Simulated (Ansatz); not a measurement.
SiGeC2:
```
SiGeC2
1.0
    3.15623     0.00000     0.00000
    0.00000     3.15623     0.00000
    0.00000     0.00000     4.45624
Si C Ge
1 2 1
Cartesian
  0.00000   0.00000   0.00000
  1.57812   0.00000   1.05293
  0.00000   1.57812   3.40331
  1.57812   1.57812   2.22812
```

Relaxed with r²SCAN. r²SCAN (plane waves, PAW; program Ansatz) gives a gap of 1.80 eV.

Question: What gap does HSE06 give on the same cell (Ansatz, PAW)?

Answer: 2.29 eV, 0.50 eV more. The hybrid was solved on a coarser mesh and at special points; its gap is the smallest among all of these.

```json
[
 {"k": "Γ", "v1 r²SCAN": "0.00", "c1 r²SCAN": "2.15", "v1 HSE06": "___", "c1 HSE06": "___"},
 {"k": "Z", "v1 r²SCAN": "-1.92", "c1 r²SCAN": "3.70", "v1 HSE06": "___", "c1 HSE06": "___"},
 {"k": "M", "v1 r²SCAN": "-3.43", "c1 r²SCAN": "1.80", "v1 HSE06": "-3.55", "c1 HSE06": "2.29"},
 {"k": "A", "v1 r²SCAN": "-4.99", "c1 r²SCAN": "5.80", "v1 HSE06": "___", "c1 HSE06": "___"},
 {"k": "R", "v1 r²SCAN": "-0.99", "c1 r²SCAN": "4.33", "v1 HSE06": "-1.01", "c1 HSE06": "5.09"},
 {"k": "X", "v1 r²SCAN": "-1.19", "c1 r²SCAN": "5.20", "v1 HSE06": "___", "c1 HSE06": "___"}
]
```

Question: Top valence (v1) and lowest conduction level (c1) in eV from each method's valence maximum (which need not be a listed point): supply the withheld HSE06 values.

Answer: 
- Γ, v1 HSE06: 0.00
- Γ, c1 HSE06: 2.63
- Z, v1 HSE06: -1.99
- Z, c1 HSE06: 4.29
- A, v1 HSE06: -5.22
- A, c1 HSE06: 6.39
- X, v1 HSE06: -1.21
- X, c1 HSE06: 5.81

Cost on shared cores: the r²SCAN run (SCF on a 9×9×6 mesh, then bands and DOS) roughly 50 core-seconds, the HSE06 run (SCF on 7×7×5, then a few points) around 3 core-minutes (rough); the tasks are unlike.

Space group P-4m2. The start of the workflow was typed in or built on a structure type; neither database checked (COD, Materials Project) lists it. Whether it is the stable phase at ambient conditions was not checked. The r²SCAN relaxation kept the symmetry of its start; its stability against distortions is not shown here. Spin–orbit coupling is left out wherever it is not named.

Potentials: the earlier of the program's two PAW sets.
